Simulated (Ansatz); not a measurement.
Run on Se (sc type): DFT, LDA, all-electron LAPW, scalar-relativistic (Ansatz 0.2.0).

The cell comes from a relaxation on PAW files under the same functional, begun from a prototype that needn't be the stable phase.

Command: `ansatz run input.yaml --threads 1 --pin off --max-ram 2048MiB --backend cpu --events-out ev --progress --plain --runs-dir out` It took 7.4 s on 1 thread of Arm Neoverse V1, with other jobs on the host, peak memory 0.24 GiB.

```yaml
crystal:
  lattice:
    - [2.769225275, 0.0, 0.0]
    - [0.0, 2.769225275, 0.0]
    - [0.0, 0.0, 2.769225275]
  atoms:
    - { symbol: Se, position: [0.0, 0.0, 0.0] }
kpoints:
  mp_grid: { grid: [13, 13, 13] }
  band_path:
    path:
      - [0.0, 0.0, 0.0]
      - [0.0, 0.5, 0.0]
      - [0.5, 0.5, 0.0]
      - [0.0, 0.0, 0.0]
      - [0.5, 0.5, 0.5]
      - [0.0, 0.5, 0.0]
      - [0.5, 0.5, 0.5]
      - [0.5, 0.5, 0.0]
    npoints: 14
scf:
  occupations: { method: fermi_dirac, width: 0.08 }
hamiltonian:
  xc: lda
  pseudopotentials: { kind: all_electron, lapw: { basis_error: 0.001 } }
output:
  forces: true
  stress: true
  eigenvalues: true
  populations: true
  dos: { projected: true, de: 0.2, e_range: [-14, 8] }
```

Output:

```
Se: projections on atomic orbitals take those of the free atom 1s2 2s2 2p6 3s2 3p6 3d10 4s2 4p4, of charge +0.00 (hamiltonian.pseudopotentials.projection_atoms)
LAPW: plane waves up to 7.434 Å⁻¹, error target 1.0e-3 eV per atom; small_component_spin mean_spin; Se in spheres of 1.385 Å, 24 of its electrons in bands, Dirac shells [] (how accurate: hamiltonian.pseudopotentials.lapw.basis_error, Limitations)
Engine: ansatz 0.2.0
Pseudopotentials: kind: all_electron
Pseudopotential: Se, LAPW, valence charge 24, lapw/all_electron/scalar/gaussian/Se, Koelling and Harmon's equation, gaussian nucleus
Functional definition: SPW92
  exchange = slater_x
  correlation = pw_c
Crystal: 1 atoms, lattice volume = 21.236 Å³
Basis set: ecut = 210.53487948286576 eV, 147 PW (Γ), exchange–correlation at level 2
Bands: 16, of which v1, the nominal top of the filled ones, is band 12 counted from 1 (11 counted from 0)
Symmetry: 48 space group operations
Space group: Pm-3m (ITA 221), of the structure as read, at distance tolerance 2.8e-5 Å
k-points: 84 of 2197
Non-local potential: Se, projectors of the file, none
Initial density: superposition of atomic densities (chi_scale 0.1, normalization cell)
Initial wavefunctions: plane waves of lowest kinetic energy (no species holds an atomic orbital)
Functional: x = slater, c = lda
iter 1 solved again at ethr=5.52e-5 eV; its pass at ethr=1.00e-1 eV (dr2=1.33e-2 eV) is discarded
SCF iter   1: F=—  HF=-66039.891700 eV  |F-HF|=—  |Δ(HF+E_count)|=         —  Δρ=9.64e-3  dr2=1.33e-2  ethr=5.52e-5  ⟨swp⟩=3.2  Hψ=9001  notcnv=0
preconditioner: auto → none  [metal: Δε(μ)=0.127 eV  Ē_g=15.015 eV  σ=0.080 eV  W_gap=0.37  n_scr=6 (ndim 8)  ℏωp=19.7 eV  f_vac=0.043  D(μ)=0.43/eV (n_scr^D=0)  sad-step TF]
SCF iter   2: F=—  HF=-66039.890393 eV  |F-HF|=—  |Δ(HF+E_count)|=   1.31e-3  Δρ=6.51e-3  dr2=7.34e-3  ethr=5.52e-5  ⟨swp⟩=2.0  Hψ=3792  notcnv=0
iter 3 solved again at ethr=2.64e-7 eV; its pass at ethr=3.06e-5 eV (dr2=6.34e-5 eV) is discarded
SCF iter   3: F=—  HF=-66039.890221 eV  |F-HF|=—  |Δ(HF+E_count)|=   1.72e-4  Δρ=7.20e-4  dr2=6.33e-5  ethr=2.64e-7  ⟨swp⟩=2.0  Hψ=6492  notcnv=0
SCF iter   4: F=—  HF=-66039.889771 eV  |F-HF|=—  |Δ(HF+E_count)|=   4.50e-4  Δρ=1.47e-4  dr2=4.60e-6  ethr=2.64e-7  ⟨swp⟩=2.0  Hψ=3792  notcnv=0
SCF iter   5: F=—  HF=-66039.889767 eV  |F-HF|=—  |Δ(HF+E_count)|=   4.30e-6  Δρ=4.01e-5  dr2=2.46e-7  ethr=1.92e-8  ⟨swp⟩=2.0  Hψ=3792  notcnv=0
SCF iter   6: F=-66039.889767 eV  HF=-66039.889767 eV  |F-HF|=3.84e-9  |Δ(HF+E_count)|=   1.93e-7  Δρ=6.04e-6  dr2=5.78e-9  ethr=1.03e-9  ⟨swp⟩=2.6  Hψ=3842  notcnv=0
SCF 1 converged in 6 iterations: F = -66039.889767 eV  dr2 = 5.78e-9
NSCF: frozen V_eff on 99 k-points
SCF converged after 6 iterations
Free energy (F): -66039.889767 eV
Harris-Foulkes:  -66039.889767 eV  (|F-HF|=3.84e-9)
Internal energy: -66039.880495 eV  (E = F + TS)
E sigma→0 (E₀):  -66039.885131 eV
Entropy (-TS):   -0.009272 eV (-9.272 meV/atom)
Fermi energy:    11.283319 eV
--- Per-component energies (eV) ---
  E_band       = -1562.403735
  E_kinetic    = 67581.173406
  E_xc         = -2308.194018
  E_electrostatic = -131312.859884  (all electrons and nuclei)
  E_smearing   = -0.009272  (= −TS)
  E_closure    = 0.000000  (closes the sum)
  E_atoms      = -66035.801581  (free atoms, spherical and without spin; not in F)
  Σ components = -66039.889767   (vs F -66039.889767, Δ=0.00e0)
  Basis errors (estimates in eV, not in F): energy 3.3e-4 per atom: plane waves 3.2e-4 (1.8e-4 summed), levels above the bands 2.0e-56, relativity 1.4e-9, radial functions 7.8e-6, core shells 1.9e-13; eigenvalues (radial functions only) 1.3e-5; not estimated: angular momenta, meshes, grids; target (lapw.basis_error) 1.0e-3; muffin-tin radii Se 1.385 Å
--- Forces (eV/Å), atoms counted from 1 ---
  atom   1  Se     0.00000000    -0.00000000    -0.00000000
  max |Σ_I F_I| component: 4.93e-31 eV/Å
--- Stress (GPa, compression-positive) ---
       -0.046065       0.000000       0.000000
        0.000000      -0.046065       0.000000
        0.000000       0.000000      -0.046065
  P = ⅓ Tr σ = -0.0461 GPa (-0.461 kbar)
--- Band table (eV; the first three rows and the last of 84) ---
  k-point 0: bands = ["-196.6902", "-136.7264", "-136.7264", "-136.7264", "-37.4966", "-37.4966", "-37.4659", "-37.4659", "-37.4659", "-5.3747", "12.7224", "12.7224", "12.7224", "19.0130", "19.0130", "19.2216"]
  k-point 1: bands = ["-196.6902", "-136.7264", "-136.7264", "-136.7264", "-37.4965", "-37.4948", "-37.4663", "-37.4663", "-37.4659", "-5.2841", "11.7382", "12.7946", "12.7946", "19.1038", "19.2550", "20.2557"]
  k-point 2: bands = ["-196.6902", "-136.7265", "-136.7264", "-136.7264", "-37.4964", "-37.4900", "-37.4676", "-37.4676", "-37.4658", "-5.0179", "9.8199", "13.0027", "13.0027", "19.3713", "19.5759", "22.6834"]
  k-point 83: bands = ["-196.6901", "-136.7268", "-136.7268", "-136.7268", "-37.4815", "-37.4815", "-37.4815", "-37.4500", "-37.4500", "1.3611", "7.7273", "7.7273", "7.7754", "16.8269", "17.0230", "17.0230"]
--- Löwdin populations: 1 site ---
  site symbol       q [e]
     0     Se     33.9586
  spilling = 0.001216 (of n_electrons = 34.000000)
```

populations.tsv:

```
# site	symbol	l	j	q
# orbitals = lowdin
# n_electrons = 34.000000
# spilling = 0.001216
# projection_atom_Se: 1s2 2s2 2p6 3s2 3p6 3d10 4s2 4p4
0	Se	0_1S	-	1.999998
0	Se	0_2S	-	1.999970
0	Se	0_3S	-	1.999487
0	Se	0_4S	-	1.954001
0	Se	1_2P	-	5.999994
0	Se	1_3P	-	5.999630
0	Se	1_4P	-	4.005737
0	Se	2_3D	-	9.999825
```

Next run (volume at 0.92 of the series' base cell), as changes to the input before:

```diff
   lattice:
-    - [2.769225275, 0.0, 0.0]
-    - [0.0, 2.769225275, 0.0]
-    - [0.0, 0.0, 2.769225275]
+    - [2.6933175598, 0.0, 0.0]
+    - [0.0, 2.6933175598, 0.0]
+    - [0.0, 0.0, 2.6933175598]
   atoms:
   mp_grid: { grid: [13, 13, 13] }
-  band_path:
-    path:
-      - [0.0, 0.0, 0.0]
-      - [0.0, 0.5, 0.0]
-      - [0.5, 0.5, 0.0]
-      - [0.0, 0.0, 0.0]
-      - [0.5, 0.5, 0.5]
-      - [0.0, 0.5, 0.0]
-      - [0.5, 0.5, 0.5]
-      - [0.5, 0.5, 0.0]
-    npoints: 14
 scf:
   populations: true
-  dos: { projected: true, de: 0.2, e_range: [-14, 8] }
```

Command: `ansatz run input.yaml --threads 1 --pin off --max-ram 2048MiB --backend cpu --events-out ev --progress --plain --runs-dir out` It took 5.5 s on 1 thread of Arm Neoverse V1, on a shared host, peak memory 0.25 GiB.

Results part of the output:

```
SCF 1 converged in 5 iterations: F = -66039.847911 eV  dr2 = 5.45e-9
SCF converged after 5 iterations
Free energy (F): -66039.847911 eV
Harris-Foulkes:  -66039.847911 eV  (|F-HF|=2.58e-9)
Internal energy: -66039.840176 eV  (E = F + TS)
E sigma→0 (E₀):  -66039.844044 eV
Entropy (-TS):   -0.007735 eV (-7.735 meV/atom)
Fermi energy:    12.949031 eV
--- Per-component energies (eV) ---
  E_band       = -1528.758795
  E_kinetic    = 67584.268559
  E_xc         = -2309.052112
  E_electrostatic = -131315.056623  (all electrons and nuclei)
  E_smearing   = -0.007735  (= −TS)
  E_closure    = 0.000000  (closes the sum)
  E_atoms      = -66035.801581  (free atoms, spherical and without spin; not in F)
  Σ components = -66039.847911   (vs F -66039.847911, Δ=0.00e0)
  Basis errors (estimates in eV, not in F): energy 3.1e-4 per atom: plane waves 3.1e-4 (1.7e-4 summed), levels above the bands 3.0e-55, relativity 1.4e-9, radial functions 6.9e-6, core shells 2.9e-13; eigenvalues (radial functions only) 1.3e-5; not estimated: angular momenta, meshes, grids; target (lapw.basis_error) 1.0e-3; muffin-tin radii Se 1.347 Å
--- Forces (eV/Å), atoms counted from 1 ---
  atom   1  Se     0.00000000    -0.00000000     0.00000000
  max |Σ_I F_I| component: 2.47e-31 eV/Å
--- Stress (GPa, compression-positive) ---
        8.578365       0.000000       0.000000
        0.000000       8.578365       0.000000
        0.000000       0.000000       8.578365
  P = ⅓ Tr σ = 8.5784 GPa (85.784 kbar)
--- Band table (eV; the first three rows and the last of 84) ---
  k-point 0: bands = ["-195.2303", "-135.2675", "-135.2675", "-135.2675", "-36.0526", "-36.0526", "-36.0093", "-36.0093", "-36.0093", "-4.5842", "14.4806", "14.4806", "14.4806", "20.4893", "20.4893", "21.3581"]
  k-point 1: bands = ["-195.2303", "-135.2676", "-135.2675", "-135.2675", "-36.0525", "-36.0502", "-36.0099", "-36.0099", "-36.0092", "-4.4840", "13.3637", "14.5621", "14.5621", "20.5860", "21.0694", "22.2015"]
  k-point 2: bands = ["-195.2303", "-135.2677", "-135.2675", "-135.2675", "-36.0523", "-36.0436", "-36.0116", "-36.0116", "-36.0091", "-4.1886", "11.2502", "14.7977", "14.7977", "20.8712", "21.5048", "24.7548"]
  k-point 83: bands = ["-195.2302", "-135.2681", "-135.2681", "-135.2681", "-36.0311", "-36.0311", "-36.0311", "-35.9888", "-35.9888", "3.2414", "8.9949", "8.9949", "9.0801", "18.1256", "18.3309", "18.3309"]
--- Löwdin populations: 1 site ---
  site symbol       q [e]
     0     Se     33.9509
  spilling = 0.001443 (of n_electrons = 34.000000)
```

Next run (volume at 0.84 of the series' base cell), as changes to the input before:

```diff
   lattice:
-    - [2.6933175598, 0.0, 0.0]
-    - [0.0, 2.6933175598, 0.0]
-    - [0.0, 0.0, 2.6933175598]
+    - [2.612871482, 0.0, 0.0]
+    - [0.0, 2.612871482, 0.0]
+    - [0.0, 0.0, 2.612871482]
   atoms:
```

Results part of the output:

```
SCF 1 converged in 5 iterations: F = -66039.691009 eV  dr2 = 6.13e-9
SCF converged after 5 iterations
Free energy (F): -66039.691009 eV
Harris-Foulkes:  -66039.691009 eV  (|F-HF|=7.28e-10)
Internal energy: -66039.684073 eV  (E = F + TS)
E sigma→0 (E₀):  -66039.687541 eV
Entropy (-TS):   -0.006936 eV (-6.936 meV/atom)
Fermi energy:    14.921125 eV
--- Per-component energies (eV) ---
  E_band       = -1489.188191
  E_kinetic    = 67588.307580
  E_xc         = -2310.092966
  E_electrostatic = -131317.898687  (all electrons and nuclei)
  E_smearing   = -0.006936  (= −TS)
  E_closure    = 0.000000  (closes the sum)
  E_atoms      = -66035.801581  (free atoms, spherical and without spin; not in F)
  Σ components = -66039.691009   (vs F -66039.691009, Δ=0.00e0)
  Basis errors (estimates in eV, not in F): energy 3.2e-4 per atom: plane waves 3.1e-4 (1.7e-4 summed), levels above the bands 1.0e-53, relativity 1.9e-9, radial functions 7.9e-6, core shells 4.6e-13; eigenvalues (radial functions only) 1.5e-5; not estimated: angular momenta, meshes, grids; target (lapw.basis_error) 1.0e-3; muffin-tin radii Se 1.306 Å
--- Forces (eV/Å), atoms counted from 1 ---
  atom   1  Se     0.00000000    -0.00000000     0.00000000
  max |Σ_I F_I| component: 2.38e-31 eV/Å
--- Stress (GPa, compression-positive) ---
       22.025929       0.000000       0.000000
        0.000000      22.025929       0.000000
        0.000000       0.000000      22.025929
  P = ⅓ Tr σ = 22.0259 GPa (220.259 kbar)
--- Band table (eV; the first three rows and the last of 84) ---
  k-point 0: bands = ["-193.5132", "-133.5517", "-133.5517", "-133.5517", "-34.3579", "-34.3579", "-34.2959", "-34.2959", "-34.2959", "-3.6729", "16.5510", "16.5510", "16.5510", "22.2326", "22.2326", "23.8811"]
  k-point 1: bands = ["-193.5131", "-133.5518", "-133.5517", "-133.5517", "-34.3578", "-34.3546", "-34.2967", "-34.2967", "-34.2958", "-3.5619", "15.2705", "16.6435", "16.6435", "22.3362", "23.0804", "24.6367"]
  k-point 2: bands = ["-193.5131", "-133.5519", "-133.5517", "-133.5517", "-34.3575", "-34.3454", "-34.2992", "-34.2992", "-34.2956", "-3.2336", "12.9322", "16.9121", "16.9121", "22.6420", "23.7433", "27.2367"]
  k-point 83: bands = ["-193.5129", "-133.5527", "-133.5527", "-133.5527", "-34.3273", "-34.3273", "-34.3273", "-34.2688", "-34.2688", "5.4745", "10.4976", "10.4976", "10.6484", "19.6547", "19.8706", "19.8706"]
--- Löwdin populations: 1 site ---
  site symbol       q [e]
     0     Se     33.9412
  spilling = 0.001729 (of n_electrons = 34.000000)
```

Next run (volume at 0.76 of the series' base cell), as changes to the input before:

```diff
   lattice:
-    - [2.612871482, 0.0, 0.0]
-    - [0.0, 2.612871482, 0.0]
-    - [0.0, 0.0, 2.612871482]
+    - [2.5271410611, 0.0, 0.0]
+    - [0.0, 2.5271410611, 0.0]
+    - [0.0, 0.0, 2.5271410611]
   atoms:
```

Command: `ansatz run input.yaml --threads 1 --pin off --max-ram 2048MiB --backend cpu --events-out ev --progress --plain --runs-dir out` It took 6.1 s on 1 thread of Arm Neoverse V1 (shared host), peak memory 0.25 GiB.

Results part of the output:

```
SCF 1 converged in 6 iterations: F = -66039.354029 eV  dr2 = 1.69e-9
SCF converged after 6 iterations
Free energy (F): -66039.354029 eV
Harris-Foulkes:  -66039.354029 eV  (|F-HF|=3.64e-10)
Internal energy: -66039.346078 eV  (E = F + TS)
E sigma→0 (E₀):  -66039.350053 eV
Entropy (-TS):   -0.007951 eV (-7.951 meV/atom)
Fermi energy:    17.271528 eV
--- Per-component energies (eV) ---
  E_band       = -1442.025592
  E_kinetic    = 67593.609109
  E_xc         = -2311.369660
  E_electrostatic = -131321.585526  (all electrons and nuclei)
  E_smearing   = -0.007951  (= −TS)
  E_closure    = 0.000000  (closes the sum)
  E_atoms      = -66035.801581  (free atoms, spherical and without spin; not in F)
  Σ components = -66039.354029   (vs F -66039.354029, Δ=0.00e0)
  Basis errors (estimates in eV, not in F): energy 3.2e-4 per atom: plane waves 3.1e-4 (1.7e-4 summed), levels above the bands 9.1e-52, relativity 2.5e-9, radial functions 5.8e-6, core shells 7.6e-13; eigenvalues (radial functions only) 1.9e-5; not estimated: angular momenta, meshes, grids; target (lapw.basis_error) 1.0e-3; muffin-tin radii Se 1.264 Å
--- Forces (eV/Å), atoms counted from 1 ---
  atom   1  Se     0.00000000    -0.00000000     0.00000000
  max |Σ_I F_I| component: 1.64e-31 eV/Å
--- Stress (GPa, compression-positive) ---
       43.132963       0.000000       0.000000
        0.000000      43.132963       0.000000
        0.000000       0.000000      43.132963
  P = ⅓ Tr σ = 43.1330 GPa (431.330 kbar)
--- Band table (eV; the first three rows and the last of 84) ---
  k-point 0: bands = ["-191.4673", "-131.5075", "-131.5075", "-131.5075", "-32.3447", "-32.3447", "-32.2541", "-32.2541", "-32.2541", "-2.6046", "19.0232", "19.0232", "19.0232", "24.3244", "24.3244", "26.8986"]
  k-point 1: bands = ["-191.4673", "-131.5076", "-131.5075", "-131.5075", "-32.3445", "-32.3400", "-32.2554", "-32.2554", "-32.2540", "-2.4813", "17.5376", "19.1291", "19.1291", "24.4360", "25.4220", "27.6275"]
  k-point 2: bands = ["-191.4672", "-131.5079", "-131.5074", "-131.5074", "-32.3440", "-32.3270", "-32.2590", "-32.2590", "-32.2537", "-2.1154", "14.9388", "19.4376", "19.4376", "24.7659", "26.3810", "30.2466"]
  k-point 83: bands = ["-191.4669", "-131.5093", "-131.5093", "-131.5093", "-32.3004", "-32.3004", "-32.3004", "-32.2174", "-32.2174", "8.1486", "12.3075", "12.3075", "12.5856", "21.4832", "21.7119", "21.7119"]
--- Löwdin populations: 1 site ---
  site symbol       q [e]
     0     Se     33.9286
  spilling = 0.002099 (of n_electrons = 34.000000)
```

Next run (volume at 0.68 of the series' base cell), as changes to the input before:

```diff
   lattice:
-    - [2.5271410611, 0.0, 0.0]
-    - [0.0, 2.5271410611, 0.0]
-    - [0.0, 0.0, 2.5271410611]
+    - [2.4351623716, 0.0, 0.0]
+    - [0.0, 2.4351623716, 0.0]
+    - [0.0, 0.0, 2.4351623716]
   atoms:
   mp_grid: { grid: [13, 13, 13] }
+  band_path:
+    path:
+      - [0.0, 0.0, 0.0]
+      - [0.0, 0.5, 0.0]
+      - [0.5, 0.5, 0.0]
+      - [0.0, 0.0, 0.0]
+      - [0.5, 0.5, 0.5]
+      - [0.0, 0.5, 0.0]
+      - [0.5, 0.5, 0.5]
+      - [0.5, 0.5, 0.0]
+    npoints: 8
 scf:
   populations: true
+  dos: { projected: true, de: 0.2, e_range: [-14, 8] }
```

Results part of the output:

```
SCF 1 converged in 6 iterations: F = -66038.741603 eV  dr2 = 2.67e-10
NSCF: frozen V_eff on 57 k-points
SCF converged after 6 iterations
Free energy (F): -66038.741603 eV
Harris-Foulkes:  -66038.741603 eV  (|F-HF|=4.19e-9)
Internal energy: -66038.730597 eV  (E = F + TS)
E sigma→0 (E₀):  -66038.736100 eV
Entropy (-TS):   -0.011006 eV (-11.006 meV/atom)
Fermi energy:    20.090043 eV
--- Per-component energies (eV) ---
  E_band       = -1386.487391
  E_kinetic    = 67599.662110
  E_xc         = -2312.862573
  E_electrostatic = -131325.530135  (all electrons and nuclei)
  E_smearing   = -0.011006  (= −TS)
  E_closure    = 0.000000  (closes the sum)
  E_atoms      = -66035.801581  (free atoms, spherical and without spin; not in F)
  Σ components = -66038.741603   (vs F -66038.741603, Δ=0.00e0)
  Basis errors (estimates in eV, not in F): energy 3.3e-4 per atom: plane waves 3.2e-4 (1.8e-4 summed), levels above the bands 1.6e-49, relativity 3.6e-9, radial functions 7.3e-6, core shells 1.2e-12; eigenvalues (radial functions only) 2.4e-5; not estimated: angular momenta, meshes, grids; target (lapw.basis_error) 1.0e-3; muffin-tin radii Se 1.218 Å
--- Forces (eV/Å), atoms counted from 1 ---
  atom   1  Se     0.00000000    -0.00000000     0.00000000
  max |Σ_I F_I| component: 5.75e-32 eV/Å
--- Stress (GPa, compression-positive) ---
       73.110529       0.000000       0.000000
        0.000000      73.110529       0.000000
        0.000000       0.000000      73.110529
  P = ⅓ Tr σ = 73.1105 GPa (731.105 kbar)
--- Band table (eV; the first three rows and the last of 84) ---
  k-point 0: bands = ["-189.0722", "-129.1141", "-129.1141", "-129.1141", "-29.9960", "-29.9960", "-29.8601", "-29.8601", "-29.8601", "-1.3497", "21.9992", "21.9992", "21.9992", "26.8663", "26.8663", "30.5568"]
  k-point 1: bands = ["-189.0722", "-129.1144", "-129.1141", "-129.1141", "-29.9957", "-29.9891", "-29.8620", "-29.8620", "-29.8599", "-1.2124", "20.2544", "22.1213", "22.1213", "26.9873", "28.2393", "31.2893"]
  k-point 2: bands = ["-189.0722", "-129.1150", "-129.1141", "-129.1141", "-29.9948", "-29.9702", "-29.8674", "-29.8674", "-29.8595", "-0.8037", "17.3539", "22.4781", "22.4781", "27.3455", "29.5368", "33.9319"]
  k-point 83: bands = ["-189.0714", "-129.1175", "-129.1175", "-129.1175", "-29.9303", "-29.9302", "-29.9302", "-29.8096", "-29.8096", "11.3116", "14.5023", "14.5023", "15.0559", "23.7097", "23.9531", "23.9531"]
--- Löwdin populations: 1 site ---
  site symbol       q [e]
     0     Se     33.8843
  spilling = 0.003404 (of n_electrons = 34.000000)
```

Next run (volume at 0.6 of the series' base cell), as changes to the input before:

```diff
   lattice:
-    - [2.4351623716, 0.0, 0.0]
-    - [0.0, 2.4351623716, 0.0]
-    - [0.0, 0.0, 2.4351623716]
+    - [2.3356550546, 0.0, 0.0]
+    - [0.0, 2.3356550546, 0.0]
+    - [0.0, 0.0, 2.3356550546]
   atoms:
   mp_grid: { grid: [13, 13, 13] }
-  band_path:
-    path:
-      - [0.0, 0.0, 0.0]
-      - [0.0, 0.5, 0.0]
-      - [0.5, 0.5, 0.0]
-      - [0.0, 0.0, 0.0]
-      - [0.5, 0.5, 0.5]
-      - [0.0, 0.5, 0.0]
-      - [0.5, 0.5, 0.5]
-      - [0.5, 0.5, 0.0]
-    npoints: 8
 scf:
   populations: true
-  dos: { projected: true, de: 0.2, e_range: [-14, 8] }
```

Results part of the output:

```
SCF 1 converged in 6 iterations: F = -66037.733828 eV  dr2 = 1.54e-9
SCF converged after 6 iterations
Free energy (F): -66037.733828 eV
Harris-Foulkes:  -66037.733828 eV  (|F-HF|=2.33e-10)
Internal energy: -66037.725125 eV  (E = F + TS)
E sigma→0 (E₀):  -66037.729476 eV
Entropy (-TS):   -0.008703 eV (-8.703 meV/atom)
Fermi energy:    23.466360 eV
--- Per-component energies (eV) ---
  E_band       = -1317.960591
  E_kinetic    = 67607.881654
  E_xc         = -2314.765003
  E_electrostatic = -131330.841776  (all electrons and nuclei)
  E_smearing   = -0.008703  (= −TS)
  E_closure    = -0.000000  (closes the sum)
  E_atoms      = -66035.801581  (free atoms, spherical and without spin; not in F)
  Σ components = -66037.733828   (vs F -66037.733828, Δ=0.00e0)
  Basis errors (estimates in eV, not in F): energy 3.3e-4 per atom: plane waves 3.3e-4 (1.8e-4 summed), levels above the bands 2.8e-47, relativity 5.2e-9, radial functions 7.0e-6, core shells 7.0e-13; eigenvalues (radial functions only) 2.0e-6; not estimated: angular momenta, meshes, grids; target (lapw.basis_error) 1.0e-3; muffin-tin radii Se 1.168 Å
--- Forces (eV/Å), atoms counted from 1 ---
  atom   1  Se     0.00000000    -0.00000000     0.00000000
  max |Σ_I F_I| component: 3.21e-34 eV/Å
--- Stress (GPa, compression-positive) ---
      121.780082      -0.000000       0.000000
       -0.000000     121.780082       0.000000
        0.000000       0.000000     121.780082
  P = ⅓ Tr σ = 121.7801 GPa (1217.801 kbar)
--- Band table (eV; the first three rows and the last of 84) ---
  k-point 0: bands = ["-186.1201", "-126.1639", "-126.1639", "-126.1639", "-27.1159", "-27.1159", "-26.9060", "-26.9060", "-26.9060", "0.1961", "25.6935", "25.6935", "25.6935", "30.0501", "30.0501", "35.0963"]
  k-point 1: bands = ["-186.1201", "-126.1643", "-126.1639", "-126.1639", "-27.1154", "-27.1057", "-26.9090", "-26.9090", "-26.9057", "0.3499", "23.6115", "25.8355", "25.8355", "30.1823", "31.7568", "35.8536"]
  k-point 2: bands = ["-186.1200", "-126.1655", "-126.1638", "-126.1638", "-27.1141", "-27.0775", "-26.9174", "-26.9174", "-26.9051", "0.8088", "20.3562", "26.2524", "26.2524", "30.5744", "33.4215", "38.5501"]
  k-point 83: bands = ["-186.1183", "-126.1703", "-126.1703", "-126.1703", "-27.0163", "-27.0161", "-27.0161", "-26.8343", "-26.8343", "15.0237", "17.2629", "17.2629", "18.4854", "26.4917", "26.7523", "26.7523"]
--- Löwdin populations: 1 site ---
  site symbol       q [e]
     0     Se     33.8213
  spilling = 0.005255 (of n_electrons = 34.000000)
```

The structure type is held throughout; the real material can change phase at far lower pressure.
